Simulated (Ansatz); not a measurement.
## Notes on ZnCu$_{2}$SnS$_{4}$

```
CELL_PARAMETERS angstrom
-2.71161 2.71161 5.41385
2.71161 -2.71161 5.41385
2.71161 2.71161 -5.41385
ATOMIC_POSITIONS crystal
Cu 0.00000 0.00000 0.00000
Cu 0.75000 0.25000 0.50000
Zn 0.25000 0.75000 0.50000
Sn 0.50000 0.50000 0.00000
S 0.37161 0.88441 0.99960
S 0.11559 0.11519 0.48720
S 0.88481 0.37201 0.00040
S 0.62799 0.62839 0.51280
```

The numbers come from plane-wave PAW DFT (Ansatz): PBEsol, collinear spin, 420 eV, 5×5×5 Γ-centred k points, tetrahedron occupations. Nothing was relaxed.

The state carries no moments; the state need not be the lowest.

**Question.** Metal or insulator? Give the gap.

**Answer.** The gap is 0.25 eV, direct at the points sampled.

**Question.** Describe some of the short contacts.

**Answer.** Zn–S at 2.33 Å: least valence density 0.49 e/Å³ and ELF 0.33 there. Cu–S at 2.33 Å: least valence density 0.47 e/Å³ and ELF 0.22 there. Sn–S at 2.41 Å: least valence density 0.58 e/Å³ and ELF 0.47 there. Both are smooth PAW fields, read partly inside the augmentation spheres.

**Question.** Is the cell too large or too small?

**Answer.** The pressure is -1.2 GPa (compression positive), so with the atoms held at these fractions the cell would first shrink.

**Question.** Is it stable against the elements?

**Answer.** -0.47 eV an atom against the elements' usual phases (free molecules for gases, crystals otherwise, with no correction for O₂ or N₂), so it is bound against them; other compounds may still compete. Relaxing would lower it.

Origin: a database entry at a rescaled volume. Caveats: empty levels are not fully converged; no spin-orbit coupling, which can shift this gap by tenths of an eV; forces and stress under tetrahedra may miss the slope of the energy.
